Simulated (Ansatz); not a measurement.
BP:
```yaml
crystal:
  lattice:
    - [5.57582, 0.00000, 0.00000]
    - [0.00000, 5.57582, 0.00000]
    - [0.00000, 0.00000, 5.57582]
  atoms:
    - { symbol: B, position: [0.25000, 0.50000, 0.00000] }
    - { symbol: B, position: [0.75000, 0.50000, 0.00000] }
    - { symbol: B, position: [0.00000, 0.25000, 0.50000] }
    - { symbol: B, position: [0.00000, 0.75000, 0.50000] }
    - { symbol: B, position: [0.50000, 0.00000, 0.25000] }
    - { symbol: B, position: [0.50000, 0.00000, 0.75000] }
    - { symbol: P, position: [0.50000, 0.25000, 0.00000] }
    - { symbol: P, position: [0.50000, 0.75000, 0.00000] }
    - { symbol: P, position: [0.00000, 0.50000, 0.25000] }
    - { symbol: P, position: [0.00000, 0.50000, 0.75000] }
    - { symbol: P, position: [0.25000, 0.00000, 0.50000] }
    - { symbol: P, position: [0.75000, 0.00000, 0.50000] }
```

Relaxed with r²SCAN.

Problem. Give the Bader charges and basin volumes of the independent atoms, the program Ansatz at the r²SCAN level (PAW).

Solution. 

| atom | Bader charge (e) | Bader volume (Å³) |
|---|---|---|
| B1 | +0.56 | 7.9 |
| P7 | -0.56 | 20.2 |

Space group Pm-3n. The start of the workflow was typed in or built on a structure type; neither database checked (COD, Materials Project) lists it. It is not the phase usual at ambient conditions (space group No. 216). The r²SCAN relaxation kept the symmetry of its start; whether a distortion lowers the energy is not shown.

Potentials: the earlier of the program's two PAW sets. The files were generated under PBE; for other functionals the program regenerates the frozen cores, and for LDA and PBEsol the local potential too.
